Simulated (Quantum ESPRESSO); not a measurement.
Field gradients of KZnF3 from PBE PAW (JTH datasets; density from pw.x of a modified build of Quantum ESPRESSO, gradients reconstructed from it by a script), 22.5 Ha, k-mesh 6×6×6 through Γ:

```yaml
crystal:
  lattice:
    - [4.05000, 0.00000, 0.00000]
    - [0.00000, 4.05000, 0.00000]
    - [0.00000, 0.00000, 4.05000]
  atoms:
    - { symbol: K, position: [0.00000, 0.00000, 0.00000] }
    - { symbol: Zn, position: [0.50000, 0.50000, 0.50000] }
    - { symbol: F, position: [0.50000, 0.50000, 0.00000] }
    - { symbol: F, position: [0.00000, 0.50000, 0.50000] }
    - { symbol: F, position: [0.50000, 0.00000, 0.50000] }
```
The cell was made here from an entry of the Crystallography Open Database (unchecked): atoms relaxed with PBE in the measured cell (PBE without dispersion, pw.x of Quantum ESPRESSO, symmetry kept).  Stability against distortions was not tested.

Vzz is the sum of three terms, each taken along its main axis: the smooth valence density, the ions (nucleus and frozen core) with the augmentation charges of all other spheres, and the all-electron minus smooth density in the atom's own sphere. The split hangs on the datasets.  Cores are frozen. Against all-electron runs on small test molecules, this scheme's |Vzz| missed by −6 to +4 % (−29 % in KF) on F.

| site | smooth valence density | ions and other spheres | own sphere | Vzz (a.u.) |
|---|---|---|---|---|
| F (atoms 3, 4, 5) | -0.071 | 0.252 | ? | ? |

### Question
Fill in the missing entries.

### Answer

- F (atoms 3, 4, 5), own sphere: 0.857
- F (atoms 3, 4, 5), Vzz (a.u.): 1.039
